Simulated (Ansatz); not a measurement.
SnO2 (rutile), relaxed with HSE06 (Ansatz, a quantum-chemistry and plane-wave program, plane waves, PAW): a = 4.7547 Å, b = 4.7547 Å, c = 3.1881 Å, α = 90.00°, β = 90.00°, γ = 90.00°.

```
Quantity              Result
--------------------  ------
gap (eV)                2.93
B₀ by P(V) fit (GPa)     203
```

Question: The same phase is relaxed and computed with LDA in the same code. What are the cell and these values now?

Answer: a = 4.7202 Å, b = 4.7202 Å, c = 3.1887 Å, α = 90.00°, β = 90.00°, γ = 90.00°.

- gap (eV): 1.18
- B₀ by P(V) fit (GPa): 201

All cells were relaxed under the symmetry of their starts (and spin orders); stability against distortions was not tested throughout. Spin–orbit coupling is left out wherever it is not named.

Potentials: the earlier of the program's two PAW sets. The files were generated under PBE; for other functionals the program regenerates the frozen cores, and for LDA and PBEsol the local potential too.

Ansatz is a plane-wave DFT program.
